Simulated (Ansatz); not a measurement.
Input and steps of a relaxation of cell and atoms on an 8-atom cell of ZnCu₂SnSe₄ started from a crystallographic database (the plane-wave code Ansatz, PBE). The input holds the cell as the database lists it.

```yaml
crystal:
  lattice:
    - [-2.8441, 2.8441, 5.6689]
    - [2.8441, -2.8441, 5.6689]
    - [2.8441, 2.8441, -5.6689]
  atoms:
    - { symbol: Zn, position: [0.0, 0.0, 0.0] }
    - { symbol: Cu, position: [0.75, 0.25, 0.5] }
    - { symbol: Cu, position: [0.25, 0.75, 0.5] }
    - { symbol: Sn, position: [0.5, 0.5, 0.0] }
    - { symbol: Se, position: [0.6301, 0.6301, 0.5174] }
    - { symbol: Se, position: [0.3699, 0.8873, 0.0] }
    - { symbol: Se, position: [0.1127, 0.1127, 0.4826] }
    - { symbol: Se, position: [0.8873, 0.3699, 0.0] }
kpoints:
  mp_grid: { grid: [6, 6, 6] }
hamiltonian:
  xc: pbe
scf:
  occupations: { method: fermi_dirac, width: 0.02 }
relax:
  f_tol: 0.005
  cell: {}
```

The trajectory has 5 recorded frames, each with fractional positions and then forces in eV/Å along x, y and z. The last, and any step after a large change of cell, is solved on a basis re-selected at its cell; pressure is positive in compression.

Step 1: energy 0.0 meV/atom from step 1, largest force component 0.813 eV/Å, pressure +3.17 GPa; a = 6.951 Å, b = 6.951 Å, c = 6.951 Å, α = 131.69°, β = 131.69°, γ = 70.71°
```
Zn 0.0000 0.0000 0.0000     0.000   0.000   0.000
Cu 0.7500 0.2500 0.5000     0.000   0.000   0.000
Cu 0.2500 0.7500 0.5000     0.000   0.000   0.000
Sn 0.5000 0.5000 0.0000     0.000   0.000   0.000
Se 0.6301 0.6301 0.5174     0.093   0.093  -0.813
Se 0.3699 0.8873 0.0000     0.093  -0.093   0.813
Se 0.1127 0.1127 0.4826    -0.093  -0.093  -0.813
Se 0.8873 0.3699 0.0000    -0.093   0.093   0.813
```

Step 2: energy -22.6 meV/atom from step 1, largest force component 0.138 eV/Å, pressure -0.30 GPa; a = 7.087 Å, b = 7.087 Å, c = 7.087 Å, α = 132.10°, β = 132.10°, γ = 70.08°
```
Zn 0.0000 0.0000 0.0000     0.000   0.000   0.000
Cu 0.7500 0.2500 0.5000     0.000   0.000   0.000
Cu 0.2500 0.7500 0.5000     0.000   0.000   0.000
Sn 0.5000 0.5000 0.0000     0.000   0.000   0.000
Se 0.6272 0.6272 0.5255    -0.138  -0.138   0.039
Se 0.3728 0.8983 0.0000    -0.138   0.138  -0.039
Se 0.1017 0.1017 0.4745     0.138   0.138   0.039
Se 0.8983 0.3728 0.0000     0.138  -0.138  -0.039
```

Step 3: energy -24.0 meV/atom from step 1, largest force component 0.035 eV/Å, pressure -0.04 GPa; a = 7.068 Å, b = 7.068 Å, c = 7.068 Å, α = 131.93°, β = 131.93°, γ = 70.34°
```
Zn 0.0000 0.0000 0.0000     0.000   0.000   0.000
Cu 0.7500 0.2500 0.5000     0.000   0.000   0.000
Cu 0.2500 0.7500 0.5000     0.000   0.000   0.000
Sn 0.5000 0.5000 0.0000     0.000   0.000   0.000
Se 0.6251 0.6251 0.5206    -0.035  -0.035  -0.004
Se 0.3749 0.8955 0.0000    -0.035   0.035   0.004
Se 0.1045 0.1045 0.4794     0.035   0.035  -0.004
Se 0.8955 0.3749 0.0000     0.035  -0.035   0.004
```

Step 4: energy -24.1 meV/atom from step 1, largest force component 0.005 eV/Å, pressure +0.01 GPa; a = 7.060 Å, b = 7.060 Å, c = 7.060 Å, α = 131.83°, β = 131.83°, γ = 70.49°
```
Zn 0.0000 0.0000 0.0000     0.000   0.000   0.000
Cu 0.7500 0.2500 0.5000     0.000   0.000   0.000
Cu 0.2500 0.7500 0.5000     0.000   0.000   0.000
Sn 0.5000 0.5000 0.0000     0.000   0.000   0.000
Se 0.6242 0.6242 0.5190     0.000   0.000  -0.005
Se 0.3758 0.8948 0.0000     0.000   0.000   0.005
Se 0.1052 0.1052 0.4810     0.000   0.000  -0.005
Se 0.8948 0.3758 0.0000     0.000   0.000   0.005
```

Step 5: energy -24.4 meV/atom from step 1, largest force component 0.004 eV/Å, pressure 0.00 GPa; a = 7.060 Å, b = 7.060 Å, c = 7.060 Å, α = 131.83°, β = 131.83°, γ = 70.49°
```
Zn 0.0000 0.0000 0.0000     0.000   0.000   0.000
Cu 0.7500 0.2500 0.5000     0.000   0.000   0.000
Cu 0.2500 0.7500 0.5000     0.000   0.000   0.000
Sn 0.5000 0.5000 0.0000     0.000   0.000   0.000
Se 0.6242 0.6242 0.5190     0.000   0.000  -0.004
Se 0.3758 0.8948 0.0000     0.000   0.000   0.004
Se 0.1052 0.1052 0.4810     0.000   0.000  -0.004
Se 0.8948 0.3758 0.0000     0.000   0.000   0.004
```

The walk took 4 steps and changed the volume by +4.4 %. The last SCF, on a fresh basis, lies 24.4 meV an atom below the first. Final cell: the symmetry is I-42m (No. 121, tetragonal); a = 5.762 Å, c = 11.532 Å in the conventional setting, 23.93 Å³ an atom. Around Zn lie 4 Se at 2.50 Å; around Cu lie 4 Se at 2.43 Å; around Sn lie 4 Se at 2.63 Å; around Se lie 2 Cu at 2.43 Å and 1 Zn at 2.50 Å and 1 Sn at 2.63 Å.

Run as `ansatz run input.yaml --threads 2 --pin off --max-ram 29491MiB --backend cpu --events-out ev --progress --plain --runs-dir out`.

Question: It ran on 2 threads of AMD EPYC 7R13 Processor (Zen 3) (shared host), load about 0.9 per core. About how long did it take, and what peak of host memory did it reach?

Answer: About 80 s, with a peak of 0.88 GiB.

(Simulation; spin polarisation is off.)
